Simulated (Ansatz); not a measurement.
Starting cell, Si (space group Ia-3):

```xyz
16
Lattice="-6.5678 6.5678 6.5678 0.0000 0.0000 6.5678 0.0000 6.5678 0.0000" Properties=species:S:1:pos:R:3 pbc="T T T"
Si    -5.8965     7.2390     7.2390
Si    -2.6126     3.9552     3.9552
Si    -0.6713     2.6126     0.6713
Si    -3.9552     5.8965     3.9552
Si    -5.8965    12.4642     9.1803
Si    -2.6126     9.1803     5.8965
Si    -3.9552     7.2390     5.8965
Si    -0.6713     3.9552     2.6126
Si    -3.9552     9.1803     9.1803
Si    -0.6713     5.8965     5.8965
Si    -5.8965    10.5229    12.4642
Si    -2.6126     7.2390     9.1803
Si    -0.6713     0.6713     3.9552
Si    -3.9552     3.9552     7.2390
Si    -2.6126     5.8965     7.2390
Si    -5.8965     9.1803    10.5229
```

The atoms are displaced by Q × the pattern below (from a DFPT mode at H = (0.5, 0.5, 0.5), largest move 1; Q in Å), at fixed cell. It is one choice among 2 degenerate patterns. (q is in reciprocal vectors of the primitive cell; the cell shown is doubled to hold the pattern.)

```json
[
 {"atom": "Si1", "x": "-0.285", "y": "-0.520", "z": "0.805"},
 {"atom": "Si2", "x": "0.285", "y": "0.520", "z": "-0.805"},
 {"atom": "Si3", "x": "-0.285", "y": "-0.520", "z": "-0.805"},
 {"atom": "Si4", "x": "0.285", "y": "0.520", "z": "0.805"},
 {"atom": "Si5", "x": "0.285", "y": "-0.520", "z": "0.805"},
 {"atom": "Si6", "x": "-0.285", "y": "0.520", "z": "-0.805"},
 {"atom": "Si7", "x": "-0.285", "y": "0.520", "z": "0.805"},
 {"atom": "Si8", "x": "0.285", "y": "-0.520", "z": "-0.805"},
 {"atom": "Si9", "x": "0.285", "y": "0.520", "z": "-0.805"},
 {"atom": "Si10", "x": "-0.285", "y": "-0.520", "z": "0.805"},
 {"atom": "Si11", "x": "-0.285", "y": "-0.520", "z": "-0.805"},
 {"atom": "Si12", "x": "0.285", "y": "0.520", "z": "0.805"},
 {"atom": "Si13", "x": "0.285", "y": "-0.520", "z": "0.805"},
 {"atom": "Si14", "x": "-0.285", "y": "0.520", "z": "-0.805"},
 {"atom": "Si15", "x": "-0.285", "y": "0.520", "z": "0.805"},
 {"atom": "Si16", "x": "0.285", "y": "-0.520", "z": "-0.805"}
]
```

The numbers are results of LDA (plane waves to 420 eV, PAW, scalar-relativistic; Ansatz, a first-principles code), not measurements. k mesh 10×10×10 (Γ-centred), Fermi-Dirac smearing 0.05 eV. With partly filled bands, energies and forces of such displacements shift with the k mesh and the smearing. Si was relaxed with its symmetry unable to fall. This is one of several known forms of Si; the measured ambient cells at hand have space group No. 227. 

```
Q (Å)   −dE/dQ from forces (eV/Å)
------  -------------------------
-0.180                      5.266
-0.150                      4.444
-0.120                      3.591
-0.090                      2.714
-0.060                      1.819
-0.030                      0.912
0.000                       0.000
0.030                      -0.912
0.060                      -1.819
0.090                      -2.714
0.120                      -3.591
0.150                      -4.444
0.180                      -5.266
```

Q: What harmonic wavenumber does the curvature at Q = 0 give?

A: 136 cm⁻¹. E″ = 30.44 eV/Å², M = Σ mᵢ|uᵢ|² = 449.4 u, ν̃ = 521.5·√(|E″|/M).

(For displaced atoms, the force is minus the slope of the energy, and its curvature is a force constant, which sets phonon frequencies.)
